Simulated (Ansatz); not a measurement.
Ansatz (an electronic-structure program) input:

Ansatz 0.2 input:
```yaml
crystal:
  lattice:
    - [3.3855526058, 0.0, 0.0]
    - [-1.6927763029, 2.9319745624, 0.0]
    - [0.0, 0.0, 5.4878105891]
  atoms:
    - { symbol: Tl, position: [0.3333333333, 0.6666666667, 0.75] }
    - { symbol: Tl, position: [0.6666666667, 0.3333333333, 0.25] }
kpoints:
  mp_grid: { grid: [29, 29, 16] }
hamiltonian:
  xc: lda
  pseudopotentials: { kind: paw }
scf:
  occupations: { method: fermi_dirac, width: 0.1 }
elastic: { mode: relaxed_ion, stencil: two_point, amplitude: 0.005, f_tol: 0.0005 }
```

Output (shortened):

```
Pseudopotential: Tl, paw, valence charge 13
Functional definition: SPW92
Crystal: 2 atoms, lattice volume = 54.474 Å³
Basis set: ecut = 420 eV, 1087 PW (Γ)
Bands: 17, of which v1, the nominal top of the filled ones, is band 13 counted from 1 (12 counted from 0)
Symmetry: 24 space group operations
Space group: P63/mmc (ITA 194), of the structure as read, at distance tolerance 3.8e-5 Å
k-points: 765 of 13456
SCF 1 converged in 10 iterations: F = -22293.196666 eV  dr2 = 7.11e-15
Crystal: 2 atoms, lattice volume = 54.202 Å³
Symmetry: 8 space group operations
k-points: 2025 of 13456
SCF 2 converged in 10 iterations: F = -22293.196038 eV  dr2 = 3.58e-14
relax step   1: F+E_penalty+E_count = -22293.19603807 eV  Δ(F+E_penalty+E_count) = +0.000e0 eV  max|allowed force component| = 3.794e-3 eV/Å  Δτ_max = 0.0000 Å  (10 SCF iters, accepted)
Crystal: 2 atoms, lattice volume = 54.202 Å³
SCF 3 converged in 7 iterations: F = -22293.196050 eV  dr2 = 6.27e-15
relax step   2: F+E_penalty+E_count = -22293.19605030 eV  Δ(F+E_penalty+E_count) = -1.223e-5 eV  max|allowed force component| = 2.589e-3 eV/Å  Δτ_max = 0.0019 Å  (7 SCF iters, accepted)
Crystal: 2 atoms, lattice volume = 54.202 Å³
SCF 4 converged in 8 iterations: F = -22293.196061 eV  dr2 = 2.91e-15
relax step   3: F+E_penalty+E_count = -22293.19606085 eV  Δ(F+E_penalty+E_count) = -1.055e-5 eV  max|allowed force component| = 2.854e-5 eV/Å  Δτ_max = 0.0041 Å  (8 SCF iters, accepted)
Crystal: 2 atoms, lattice volume = 54.202 Å³
SCF 5 converged in 2 iterations: F = -22293.196061 eV  dr2 = 1.31e-15
Crystal: 2 atoms, lattice volume = 54.746 Å³
SCF 6 converged in 10 iterations: F = -22293.196825 eV  dr2 = 3.81e-14
relax step   1: F+E_penalty+E_count = -22293.19682536 eV  Δ(F+E_penalty+E_count) = +0.000e0 eV  max|allowed force component| = 3.677e-3 eV/Å  Δτ_max = 0.0000 Å  (10 SCF iters, accepted)
Crystal: 2 atoms, lattice volume = 54.746 Å³
SCF 7 converged in 7 iterations: F = -22293.196847 eV  dr2 = 5.80e-14
relax step   2: F+E_penalty+E_count = -22293.19684711 eV  Δ(F+E_penalty+E_count) = -2.175e-5 eV  max|allowed force component| = 1.001e-4 eV/Å  Δτ_max = 0.0058 Å  (7 SCF iters, accepted)
Crystal: 2 atoms, lattice volume = 54.746 Å³
SCF 8 converged in 2 iterations: F = -22293.196847 eV  dr2 = 2.67e-14
Crystal: 2 atoms, lattice volume = 54.202 Å³
SCF 9 converged in 8 iterations: F = -22293.196908 eV  dr2 = 5.90e-15
Crystal: 2 atoms, lattice volume = 54.746 Å³
Basis set: ecut = 420 eV, 1099 PW (Γ)
SCF 10 converged in 5 iterations: F = -22293.195863 eV  dr2 = 5.33e-14
Crystal: 2 atoms, lattice volume = 54.474 Å³
Symmetry: 4 space group operations
k-points: 3495 of 13456
SCF 11 converged in 9 iterations: F = -22293.196631 eV  dr2 = 4.69e-15
relax step   1: F+E_penalty+E_count = -22293.19663122 eV  Δ(F+E_penalty+E_count) = +0.000e0 eV  max|allowed force component| = 4.111e-5 eV/Å  Δτ_max = 0.0000 Å  (9 SCF iters, accepted)
Crystal: 2 atoms, lattice volume = 54.474 Å³
SCF 12 converged in 2 iterations: F = -22293.196631 eV  dr2 = 1.96e-15
Crystal: 2 atoms, lattice volume = 54.474 Å³
SCF 13 converged in 9 iterations: F = -22293.196631 eV  dr2 = 4.75e-15
relax step   1: F+E_penalty+E_count = -22293.19663122 eV  Δ(F+E_penalty+E_count) = +0.000e0 eV  max|allowed force component| = 4.111e-5 eV/Å  Δτ_max = 0.0000 Å  (9 SCF iters, accepted)
Crystal: 2 atoms, lattice volume = 54.474 Å³
SCF 14 converged in 2 iterations: F = -22293.196631 eV  dr2 = 1.97e-15
SCF converged after 10 iterations
Free energy (F): -22293.196666 eV
Harris-Foulkes:  -22293.196666 eV  (|F-HF|=1.46e-11)
Internal energy: -22293.169607 eV  (E = F + TS)
E sigma→0 (E₀):  -22293.183136 eV
Entropy (-TS):   -0.027060 eV (-13.530 meV/atom)
Fermi energy:    10.743631 eV
--- Per-component energies (eV) ---
  E_band       = 24.527104
  E_kinetic    = 667.842422
  E_local      = -1696.501762  (includes V_loc(G=0)·N_el)
  E_nonlocal   = 642.689107
  E_hartree    = 623.566627
  E_xc         = -458.434600
  E_vxc        = -286.926966  (∫ρ·V_xc dr)
  E_paw        = -19736.064465  (= ΣΔE_a)
  E_vpaw       = -549.709015  (= ΣTr[D̂ρ^β])
  E_aug_tail   = 0.000064  (compensation charges beyond the density's cutoff)
  E_ewald      = -2335.983878
  E_core_change = -0.283122  (= ΣΔE_core)
  E_smearing   = -0.027060  (= −TS)
  E_closure    = 0.000000  (closes the sum)
  Σ components = -22293.196666   (vs F -22293.196666, Δ=0.00e0)
--- Forces (eV/Å), atoms counted from 1 ---
  atom   1  Tl     0.00000000     0.00000000     0.00000000
  atom   2  Tl     0.00000000     0.00000000     0.00000000
  max |Σ_I F_I| component: 4.63e-18 eV/Å
--- Stress (GPa, compression-positive) ---
        0.228962       0.000000       0.000000
        0.000000       0.228962       0.000000
        0.000000       0.000000      -0.309967
  P = ⅓ Tr σ = 0.0493 GPa (0.493 kbar)
--- Band table (eV; the first three rows and the last of 765) ---
  k-point 0: bands = ["-1.1191", "-0.8471", "-0.8096", "-0.8096", "-0.7503", "-0.7503", "-0.6534", "-0.6534", "-0.2893", "-0.2893", "0.3062", "5.4561", "7.6345", "19.1437", "19.1437", "21.2739", "21.3011"]
  k-point 1: bands = ["-1.1160", "-0.8479", "-0.8139", "-0.8139", "-0.7527", "-0.7527", "-0.6449", "-0.6449", "-0.2909", "-0.2909", "0.3281", "5.2371", "7.8965", "19.1610", "19.1610", "21.2394", "21.2783"]
  k-point 2: bands = ["-1.1066", "-0.8507", "-0.8241", "-0.8241", "-0.7597", "-0.7597", "-0.6226", "-0.6226", "-0.2958", "-0.2958", "0.3945", "4.7579", "8.5049", "19.2125", "19.2125", "20.5046", "21.2104"]
  k-point 764: bands = ["-1.0068", "-1.0068", "-0.7559", "-0.7559", "-0.6283", "-0.6283", "-0.5568", "-0.5568", "-0.2745", "-0.2745", "6.6857", "6.6857", "9.7300", "9.7300", "10.9894", "10.9894", "18.4508"]
--- Elastic constants: 3 strain directions × 2 members + reference (group order 24) ---
  dense FFT box of the reference and of every strained cell: 24×24×40
  strains applied: 11, 33, 23; error gains …
  C = ∂σ_k/∂η_j (tension-positive GPa; Voigt order 11 22 33 23 13 12):
        49.998     43.405     34.336      0.000      0.000      0.000
        43.405     49.998     34.336      0.000      0.000      0.000
        33.772     33.772     66.085      0.000      0.000      0.000
         0.000      0.000      0.000      8.296      0.000      0.000
         0.000      0.000      0.000      0.000      8.296      0.000
         0.000      0.000      0.000      0.000      0.000      3.296
  reference stress σ⁰ (GPa):     -0.229     -0.229      0.310      0.000      0.000      0.000
  moduli (Voigt/Reuss/Hill, GPa): K = 43.23/43.12/43.18   G = 7.62/5.46/6.54   E = 18.68   ν = 0.428
  mechanically stable: yes (min eigenvalue of sym C = 3.30 GPa)
  strain η (Voigt 11):  stress-route row diagonal C_11 = 50.00 GPa, energy-path curvature d²(F+E_count+ΔE)/dδ²/Ω₀ = 49.99 GPa
         δ    σ_11 (GPa)             F (eV)   n_scf  n_hpsi   n_pw
    -5.000e-3      -0.4847      -22293.1960609       2  336108   1093   relax 3 steps, max|allowed force component| 2.85e-5 eV/Å
     5.000e-3       0.0152      -22293.1968471       2  336679   1093   relax 2 steps, max|allowed force component| 1.00e-4 eV/Å
  strain η (Voigt 33):  stress-route row diagonal C_33 = 66.08 GPa, energy-path curvature d²(F+E_count+ΔE)/dδ²/Ω₀ = 66.11 GPa
         δ    σ_33 (GPa)             F (eV)   n_scf  n_hpsi   n_pw
    -5.000e-3      -0.0272      -22293.1969076       8  267828   1092   relax 0 steps, max|allowed force component| 5.90e-17 eV/Å
     5.000e-3       0.6336      -22293.1958629       5  206956   1099   relax 0 steps, max|allowed force component| 1.16e-17 eV/Å
  strain η (Voigt 23):  stress-route row diagonal C_44 = 8.30 GPa, energy-path curvature d²(F+E_count+ΔE)/dδ²/Ω₀ = 8.28 GPa
         δ    σ_23 (GPa)             F (eV)   n_scf  n_hpsi   n_pw
    -5.000e-3      -0.0415      -22293.1966312       2  579478   1093   relax 1 steps, max|allowed force component| 4.11e-5 eV/Å
     5.000e-3       0.0415      -22293.1966312       2  579881   1093   relax 1 steps, max|allowed force component| 4.11e-5 eV/Å
```

Cost: very roughly 23 core-minutes on shared cores.

Space group P6_3/mmc (hcp (Mg type)). Symmetry was held in the LDA relaxation. As this level gives no gap, shear constants depend on the k-mesh and smearing (Fermi–Dirac, 0.1 eV here). Axis ratios of metals converge slowly with the k-mesh, so a and c are less sure than the volume. On the denser mesh and wider smearing of the elastic run this cell carries a stress of 0.3 GPa. Spin–orbit coupling is left out wherever it is not named.

Potentials: the later of the program's two PAW sets.

Ansatz is a plane-wave DFT program.
